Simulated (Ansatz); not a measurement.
LiNbO3 (space group R-3)

```
CELL_PARAMETERS angstrom
      2.57282     1.48542     4.61934
     -2.57282     1.48542     4.61934
      0.00000    -2.97084     4.61934
ATOMIC_POSITIONS crystal
  Li 0.35674 0.35674 0.35674
  Li 0.64326 0.64326 0.64326
  Nb 0.14411 0.14411 0.14411
  Nb 0.85589 0.85589 0.85589
  O  0.22003 0.56023 0.95639
  O  0.77997 0.43977 0.04361
  O  0.56023 0.95639 0.22003
  O  0.43977 0.04361 0.77997
  O  0.95639 0.22003 0.56023
  O  0.04361 0.77997 0.43977
```

These are LDA (plane waves to 420 eV, PAW, scalar-relativistic; Ansatz, a program for electronic structure) values and carry that method's errors. Harmonic phonons by density-functional perturbation theory on a 6×6×6 k mesh, in cm⁻¹; i marks imaginary ones, q is in fractions of the reciprocal vectors of the cell shown, and the three acoustic modes at Γ are left out. The non-analytic (LO-TO) term is not included, so polar modes at Γ have their transverse values. LiNbO3 is run without spin polarisation. LiNbO3 was relaxed with its symmetry unable to fall. This is one of several known forms of LiNbO3; the measured ambient cells at hand have space group No. 161.

Problem. Does any mode at Γ come out imaginary?

Solution. No imaginary mode at these points (lowest 172 cm⁻¹ at Γ); other wave vectors were not tested.

Problem. List the wavenumbers at Γ, with degeneracies.

Solution. 
```json
[
 {"q": "Γ", "wavenumbers (cm⁻¹)": "172, 211 (×2), 224 (×2), 256 (×2), 257, 261, 272 (×2), 298 (×2), 313, 337, 399 (×2), 476, 479 (×2), 517, 598 (×2), 686 (×2), 726, 784"}
]
```
